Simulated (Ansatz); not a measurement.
A sound run on TiNi (P4/mmm), total moment held at 0 μB (DFT, LDA, PAW with Ansatz's default frozen-core files, scalar-relativistic in Ansatz 0.2.0):

```yaml
crystal:
  lattice:
    - [2.735803, 0.0, 0.0]
    - [0.0, 2.735803, 0.0]
    - [0.0, 0.0, 3.58141]
  atoms:
    - { symbol: Ti, position: [0.5, 0.5, 0.5] }
    - { symbol: Ni, position: [0.0, 0.0, 0.0] }
magnetization:
  spin_polarized: true
  initial_magnetization: 0.0
  spin_locking: { lock_magnetization: hard }
kpoints:
  mp_grid: { grid: [12, 12, 9] }
scf:
  occupations: { method: fermi_dirac, width: 0.08 }
  lower_state_search: "off"
hamiltonian:
  xc: lda
  pseudopotentials: { kind: paw }
output:
  forces: true
  stress: true
  eigenvalues: true
  write_density: true
  write_potential: true
  elf: true
  volumetric_format: npy
```

It converged in 9 iterations. The moment is held at zero, and no site carries one. Pressure -11.76 GPa.

The input is then changed, output keys apart:

```diff
+  n_extra_bands: 2
```

**Question.** What does the program do with it?

**Answer.** The calculation finished and met its thresholds. Free energy -8224.3782 eV against -8224.3782 eV, cell moment 0.00 μB, pressure -11.76 GPa. The change did no harm here: the energy is that of the sound run to 1 meV per atom.
```
Warning: output.stress: scf.convergence.dr2_threshold = 1e-7 eV (the SCF's general default) is looser than the 2e-10 eV advised for a printed stress (1e-10 eV for each atom of the cell: 2). What an SCF threshold leaves in a stress goes as its square root, and in the free energy as the threshold itself, and one threshold admits the most on a small cell: of the crystals measured, under no hybrid fun …
scf.n_extra_bands = 2 over 15 filled bands (N_el = 30.0): the run solves 17 bands
Engine: ansatz 0.2.0
Pseudopotentials: kind: paw
Pseudopotential: Ti, paw, valence charge 12, recommended cutoff 420 eV (normal), Ti.paw.azcp
Pseudopotential: Ni, paw, valence charge 18, recommended cutoff 420 eV (normal), Ni.paw.azcp
Functional definition: SPW92
  exchange = slater_x
  correlation = pw_c
Crystal: 2 atoms, lattice volume = 26.805 Å³
Basis set: ecut = 420 eV, 535 PW (Γ)
Bands: 17, of which v1, the nominal top of the filled ones, is band 15 counted from 1 (14 counted from 0)
Symmetry: 16 space group operations
Space group: P4/mmm (ITA 123), of the structure as read, at distance tolerance 3.0e-5 Å
k-points: 140 of 1296
Non-local potential: Ti, projectors of the file, l = 0: 3, l = 1: 2, l = 2: 3, l = 3: 1
Non-local potential: Ni, projectors of the file, l = 0: 3, l = 1: 2, l = 2: 3, l = 3: 1
PAW form: soft (Blöchl's): semilocal exchange-correlation on the pseudo side does not see the compensation charge
PAW frozen core: Ti, regenerated for the run's functional, and the local potential with it (the file was generated under x = pbe(κ = 0.804, μ = 0.2195149727645171), c = pbe(β = 0.06672455060314922))
PAW frozen core: Ni, regenerated for the run's functional, and the local potential with it (the file was generated under x = pbe(κ = 0.804, μ = 0.2195149727645171), c = pbe(β = 0.06672455060314922))
[...]
  E_aug_tail   = 0.000551  (compensation charges beyond the density's cutoff)
  E_ewald      = -4021.161872
  E_core_change = 0.760071  (= ΣΔE_core)
  E_smearing   = -0.054358  (= −TS)
  E_closure    = -0.000000  (closes the sum)
  Σ components = -8224.378192   (vs F -8224.378192, Δ=0.00e0)
--- Forces (eV/Å), atoms counted from 1 ---
  atom   1  Ti     0.00000000    -0.00000000    -0.00000000
  atom   2  Ni    -0.00000000     0.00000000     0.00000000
  max |Σ_I F_I| component: 4.89e-29 eV/Å
--- Stress (GPa, compression-positive) ---
      -10.979833      -0.000000       0.000000
       -0.000000     -10.979833      -0.000000
        0.000000      -0.000000     -13.324546
  P = ⅓ Tr σ = -11.7614 GPa (-117.614 kbar)
--- Band table (eV; the first three rows and the last of 280) ---
  k-point 0 ↑: bands = ["-86.7469", "-47.6047", "-47.5239", "-47.5239", "-40.4384", "-17.0001", "-16.6538", "-16.6538", "8.2209", "11.9145", "12.3978", "13.9577", "13.9577", "14.6171", "15.5049", "16.4553", "18.7297"]
  k-point 1 ↑: bands = ["-86.7469", "-47.6050", "-47.5239", "-47.5239", "-40.4377", "-17.0077", "-16.6537", "-16.6537", "8.3894", "11.9578", "12.4509", "13.9819", "13.9819", "14.6242", "15.4312", "16.2875", "18.6028"]
  k-point 2 ↑: bands = ["-86.7469", "-47.6058", "-47.5238", "-47.5238", "-40.4359", "-17.0269", "-16.6534", "-16.6534", "8.8783", "12.0466", "12.5982", "14.0469", "14.0469", "14.6423", "15.2319", "15.7284", "18.2953"]
  k-point 139 ↓: bands = ["-86.7407", "-47.5984", "-47.5610", "-47.5610", "-40.2649", "-17.2015", "-17.2015", "-16.8994", "12.7929", "13.1706", "13.2280", "13.2280", "14.4381", "14.4381", "14.4770", "15.0720", "18.5018"]
```
